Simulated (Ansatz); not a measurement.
A geometry of ZnInGaO₄ away from equilibrium: step 24 of the relaxation of a randomly generated symmetric cell of ZnInGaO4 (space group No. 6). All values below come from PBE (plane waves to 420 eV, PAW, scalar-relativistic; Ansatz, a first-principles code). Γ-centred k-mesh 6×6×4 on the run's cell (coarser than for final values), Fermi–Dirac smearing 0.05 eV.

```xyz
7
Lattice="4.4808 0.0000 0.0601 0.0000 3.4611 0.0000 -1.7270 0.0000 7.0489" Properties=species:S:1:pos:R:3:forces:R:3 pbc="T T T" free_energy=-14963.531 pressure_GPa=2.7
Ga    -0.8052     1.7306     6.0475    0.0017    0.0000    0.0011
In     1.6999     0.0000     2.8714   -0.0011    0.0000    0.0050
O     -0.3408     0.0000     6.6715   -0.0084    0.0000   -0.0146
O      2.4122     1.0104     4.7104    0.0035    0.0030    0.0064
O      2.4122     2.4507     4.7104    0.0035   -0.0030    0.0064
O      3.4968     0.0000     1.7877    0.0059    0.0000   -0.0026
Zn     4.3420     1.7306     2.0401   -0.0050    0.0000   -0.0017
```

Positions in Å, forces in eV/Å, free energy of the cell in eV (comparable only within this code, potentials and settings). Largest force: 0.02 eV/Å, on O3 (atoms numbered as listed); the geometry lies 0.13 eV/atom above the end of its relaxation.

The relaxed cell holds bonded O–O pairs (1.47 Å). No spin polarisation in the result.

The run could not lose the symmetry of its start: the end is stationary, and may be a saddle point rather than a minimum.

The end of the path is a generated cell of ZnInGaO4: the first start was made by a random draw of sites in a space group, and the end was not matched to a known phase here, so it may be hypothetical. Known forms of ZnInGaO4 include space group No. 160.
